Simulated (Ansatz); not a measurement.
KBr (rock salt, space group No. 225), r²SCAN in the plane-wave PAW code Ansatz. The conduction-band minimum lies at Γ, with 1 equivalent valley. Second derivatives d²E/dk² of the lowest band at one valley (eV·Å²), along Cartesian directions:

| direction | d²E/dk² |
|---|---|
| [100] | 19.75 |
| [010] | 19.75 |
| [001] | 19.75 |
| [110] | 19.75 |
| [101] | 19.75 |
| [011] | 19.75 |

Problem. Find the principal effective masses, the density-of-states mass and the conductivity mass.

Solution. Off-diagonal terms follow from H_xy = H[110] − (H_xx + H_yy)/2, and m*/mₑ = 7.620 eV·Å² over each eigenvalue: 0.39, 0.39, 0.39. One valley's DOS mass (m₁m₂m₃)^(1/3) = 0.39, conductivity mass 3/(Σ 1/mᵢ) = 0.39 mₑ.

Problem. What effective density of states Nc follows at 300 K for parabolic valleys?

Solution. Nc = 2.509e19 × 1 × (0.39)^(3/2) ≈ 6.1e18 cm⁻³.

Problem. With the computed static dielectric constant 4.81 (mean of the diagonal), estimate a hydrogenic donor's binding energy and radius.

Solution. E = 13.606 eV × 0.39/4.81² ≈ 230 meV; a = 0.529 Å × ε/m* ≈ 6.5 Å. Semilocal masses tend to be too small where the gap is.

Problem. With ε∞ = 2.44 and ω_LO = 163 cm⁻¹, what Fröhlich coupling constant follows?

Solution. α = (1/ε∞ − 1/ε0) √(m* × 13.606 eV/ħω_LO) = 3.3.

Space group Fm-3m (rock salt). The cell was relaxed with r²SCAN under the symmetry of its start; phonons on a q-mesh show no instability. Scalar-relativistic: spin–orbit coupling is off unless named, which matters more the heavier the elements.

Potentials: the later of the program's two PAW sets.
